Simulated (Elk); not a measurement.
An Elk run on TlSn with settings drawn from a wide range, so not all are converged; totals and levels move with the basis, and no second program has checked them. The calculation used DFT, LDA (Perdew-Zunger), all-electron APW+lo, Dirac cores, scalar-relativistic bands with second-variational spin-orbit coupling (Elk 11.2.3 with local patches). Elk's input is in atomic units.

Command: `OMP_NUM_THREADS=1 elk`

```
tasks
  0
  110
  115

xctype
  2

rgkmax
  6.5

gmaxvr
  16

lmaxapw
  12

lmaxo
  8

lmaxi
  4

nrmtscf
  1.5

nempty
  12

epspot
  1e-05

epsengy
  1e-05

maxscl
  60

swidth
  0.002

stype
  3

lradstp
  4

mixtype
  3

hmaxvr
  6

nxlo
  2

tforce
  .true.

spinorb
  .true.

sppath
  './'

avec
  6.78500345150 0.00000000000 0.00000000000
  0.00000000000 6.78500345150 0.00000000000
  0.00000000000 0.00000000000 8.21206319854

atoms
  2
  'Tl.in'
  1
  0.000000000000 0.000000000000 0.000000000000   0.000 0.000 0.000
  'Sn.in'
  1
  0.500000000000 0.500000000000 0.500000000000   0.000 0.000 0.000

ngridk
  9 9 8
```

Muffin-tin radii in the species files: Sn 2.08, Tl 2.24 bohr.

The cell comes from COD entry 1539744, which wasn't checked; take it as a given geometry. The listed cell was then made from it by scaling, straining or moving an atom.

Q: What does the run give?

A: It refused before any iteration.
```
Error(init0): requested spin-polarised run with spin-unpolarised
 exchange-correlation functional
```
